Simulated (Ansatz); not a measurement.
TiCo (CsCl type, Pm-3m) under volume change, PBEsol in the plane-wave PAW code Ansatz, scaled uniformly.

```
V (Å³/atom)  E − E(relaxed) (meV/atom)  P (GPa)
-----------  -------------------------  -------
11.546                            69.2    21.21
11.927                            28.9    12.93
12.308                             6.8     5.89
12.688                             0.0    -0.01
13.069                             6.0    -4.88
13.449                            22.6    -9.05
13.830                            48.6   -12.73
```

Question: What does a third-order Birch–Murnaghan fit give for V₀, B₀ and B′?

Answer: V₀ = 12.69 Å³/atom, B₀ = 180 GPa, B′ = 4.7.

Symmetry was held in the PBEsol relaxation. The final state is ferromagnetic, chosen from 3 collinear starts compared on coarse meshes (ties went to the first, and starts can fall back to one state), not a proven ground state.

Potentials: the later of the program's two PAW sets.
